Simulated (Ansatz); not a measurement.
V$_{2}$N in space group P-31m (No. 162; V on 6k, N on 1a, N on 2d), DFT-PBE in the program Ansatz with PAW potentials, all energies at zero smearing, with the estimated change up to a 700 eV cutoff added, with one set of potentials and settings (totals compare only within such a set). Cell of 9 atoms (6 V, 3 N): -18635.295 eV.

```
element             reference phase  E (eV/atom)
-------  --------------------------  -----------
V        Im-3m, 1 atoms in the cell   -2912.4140
N         Pa-3, 8 atoms in the cell    -384.0325
```

Formation energy per atom, worked out: (-18635.295 − 6×(-2912.4140) − 3×(-384.0325))/9 = -0.968 eV/atom (-93 kJ per mol of atoms), at 0 K, without zero-point energy or fitted corrections.

The workflow started from a Materials Project entry (that database holds measured and hypothetical structures alike); the Crystallography Open Database copy checked does not list it. Its standing as an ambient phase is unchecked. The PBE relaxation kept the symmetry of its start; its stability against distortions is not shown here. No spin polarisation was allowed. The references are the lowest solids computed at this level, not always the standard phases (solids in place of the gases).

Potentials: the later of the program's two PAW sets.
